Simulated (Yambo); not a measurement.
BSE-type run in Yambo on SrNH (space group Pnma, No. 62), at zero momentum.

Quantum ESPRESSO step (LDA, PseudoDojo standard norm-conserving files, scalar-relativistic):
```
&CONTROL
  calculation = 'nscf'
  pseudo_dir = './pseudo'
  outdir = './out'
/
&SYSTEM
  ibrav = 0
  nat = 12
  ntyp = 3
  ecutwfc = 84.0
  ecutrho = 336.0
  occupations = 'fixed'
  force_symmorphic = .true.
  nbnd = 98
/
&ELECTRONS
  conv_thr = 1.2000000000000002e-08
  diago_full_acc = .true.
  diago_thr_init = 1e-08
/
ATOMIC_SPECIES
H 1.0080 H.upf
N 14.0070 N.upf
Sr 87.6200 Sr.upf
CELL_PARAMETERS angstrom
  7.542250000000   0.000000000000   0.000000000000
  0.000000000000   3.952680000000   0.000000000000
  0.000000000000   0.000000000000   5.599600000000
ATOMIC_POSITIONS crystal
H   0.018010000000   0.250000000000   0.109410000000
H   0.981990000000   0.750000000000   0.890590000000
H   0.481990000000   0.750000000000   0.609410000000
H   0.518010000000   0.250000000000   0.390590000000
N   0.116640000000   0.250000000000   0.237030000000
N   0.883360000000   0.750000000000   0.762970000000
N   0.383360000000   0.750000000000   0.737030000000
N   0.616640000000   0.250000000000   0.262970000000
Sr   0.352830000000   0.750000000000   0.192790000000
Sr   0.647170000000   0.250000000000   0.807210000000
Sr   0.147170000000   0.250000000000   0.692790000000
Sr   0.852830000000   0.750000000000   0.307210000000
K_POINTS automatic
2 4 4 0 0 0
```

Yambo input:
```
rim_cut
optics
bse
bss
dipoles
em1s
RandQpts= 1000000
RandGvec= 1 Ry
FFTGvecs= 40 Ry
Chimod= "HARTREE"
BSKmod= "SEX"
BSEmod= "resonant"
BSSmod= "hs"
BSENGexx= 15 Ry
BSENGBlk= 3 Ry
% KfnQP_E
 1.397 | 1.0 | 1.0 |
%
% BSEQptR
 1 | 1 |
%
% BSEBands
 21 | 54 |
%
% BEnRange
 0.0 | 11.6 | eV
%
% BDmRange
 0.15 | 0.15 | eV
%
BEnSteps= 232
% BLongDir
 0.0 | 0.0 | 1.0 |
%
BSHayTrs= -0.02
BSSNEig= 24
WRbsWF
% BndsRnXs
 1 | 94 |
%
NGsBlkXs= 3 Ry
% LongDrXs
 1.0 | 1.0 | 1.0 |
%
```

From the report:

The dimension is k points × valence × conduction bands = 32 × 12 × 22 = 8448.
```
  [SLEPC] Approach                          : Krylov-Schur
  [SLEPC] Number of requested eigenvalues   :  24
  [SLEPC] Number of eigenvalues        [NEV]:  24
   [K] Dimension                                    :   8448
   [K] Bands                                        :   21   54
   [K] Exchange res                                 : yes
   [K] Correlation res                              : yes
   [K] W interaction is bare                        : no
   [K] RL vectors exchange                          :  1109
   [K] RL vectors correlation                       :   99
   [W] Matrix size                                  :   99
   [W] Bands                                        :    1   94
   [W] Coulomb Cutoff                               : none
   [W] Hxc Kernel                                   : HARTREE
```

Geometry of the Materials Project entry, not relaxed at this level.

The structure is a Materials Project entry; no match was found in the copy of COD used, and its stability was not checked.
